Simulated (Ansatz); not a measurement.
AlRu:
```yaml
crystal:
  lattice:
    - [3.00397, 0.00000, 0.00000]
    - [0.00000, 3.00397, 0.00000]
    - [0.00000, 0.00000, 3.00397]
  atoms:
    - { symbol: Al, position: [0.00000, 0.00000, 0.00000] }
    - { symbol: Ru, position: [0.50000, 0.50000, 0.50000] }
```

Relaxed with PBE. Special points in fractions of this cell's reciprocal vectors: Γ (0.000, 0.000, 0.000); X (0.000, 0.500, 0.000); M (0.500, 0.500, 0.000); R (0.500, 0.500, 0.500).

Q: List the band energies nearest the Fermi level at these points for the program Ansatz at the PBE level (PAW).

A: In eV from the Fermi level; about four levels below and three above (degenerate sets whole), none deeper than 8.9 eV; points with the same levels are listed once.

```
k                    below           above
-  -----------------------  --------------
Γ              -3.50 -3.50  0.18 0.18 0.18
X  -5.46 -2.71 -1.57 -1.57  0.43 2.25 7.42
M  -1.35 -1.35 -1.14 -1.14  1.51 5.23 6.12
R        -4.56 -4.56 -4.56  1.60 1.60 2.51
```

Space group Pm-3m (CsCl type). The cell was relaxed with PBE under the symmetry of its start. No spin polarisation was allowed. Scalar-relativistic: spin–orbit coupling is off unless named, which matters more the heavier the elements.

Potentials: the later of the program's two PAW sets.
